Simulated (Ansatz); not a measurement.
# TiRe: energy along a strain

TiRe, Pm-3m, a = 3.118 Å (as given, not relaxed at this level: -3.2 GPa). The structure is a COD entry; whether it is the stable form wasn't checked. Ansatz: r2SCAN, PAW, 500 eV, Γ-centred 16×16×16 mesh on 2 atoms, Gaussian smearing 0.15 eV; no spin polarisation. Cell vectors (Å): 3.118 0.000 0.000; 0.000 3.118 0.000; 0.000 0.000 3.118. The cell is strained by x per cent times the pattern (1 -1 0 0 0 0) in the order xx yy zz yz xz xy (engineering shears), with fractional coordinates held. y is the free energy over the start, V0 = 15.156 Å³/atom. Symmetry makes y even in x.

| x (%) | y (meV/atom) |
| --- | --- |
| -4.00 | ? |
| -2.00 | 6.63 |
| 0.00 | 0.00 |
| 0.50 | 0.41 |
| 1.00 | 1.63 |
| 1.50 | 3.70 |
| 2.50 | 10.43 |
| 3.00 | 15.12 |
| 3.50 | 20.71 |

Problem. Fit y = c2 x² + c4 x⁴ to the other rows, get the stiffness along the pattern, and predict the missing energy.

Solution. Least squares on the rows shown. y = 1.6428 x² + 0.0039610 x⁴. The clamped-ion stiffness p·C·p = 2 × 16.43 eV × 160.2 / 15.156 Å³ = 347 GPa (second derivative at the start, which stands under stress). At x = -4.00 the fit asked for gives 27.30 meV/atom. The run gave 27.22 meV/atom, so the fit is 0.08 meV/atom too high, a small miss on the scale of the series.

Spin–orbit coupling is left out, which can shift energies with elements as heavy as these.